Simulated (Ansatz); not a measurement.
Lattice vibrations of AlNi at Γ at 3 GPa

Computed with DFT LDA, scalar-relativistic, plane waves, PAW (Ansatz). Cutoff 420 eV, 16×16×14 k-points (Γ-centred), Fermi-Dirac smearing of 0.15 eV. No spin polarisation. Phonons by linear response, acoustic sum rule imposed.

The cell, relaxed at 3 GPa:
```
Al Ni
1.0
     1.99250   -1.99250    0.00000
     1.99250    1.99250    0.00000
     0.00000    0.00000    2.82042
Al Ni
1 1
Direct
  0.00000 0.00000 0.00000
  0.50000 0.50000 0.50000
```

In a metal, frequencies and elastic constants depend on the k mesh and the smearing, soft modes and shear constants most. Spin polarisation was left out, and a magnetic state may lie lower.

Question: Is this structure stable against zone-centre distortions?

Answer: Yes, at Γ: no optical mode is imaginary. Strains and other wave vectors aren't tested by this run.

Question: List the optical modes at Γ (i marks imaginary ones).

Answer:
```
frequency (cm⁻¹) degeneracy
             317           2
             317           1
```

Cost: 1 run of about 2.2 core-minutes, on Intel Xeon Processor @ 2.50GHz (Skylake/Cascade Lake) (shared hosts).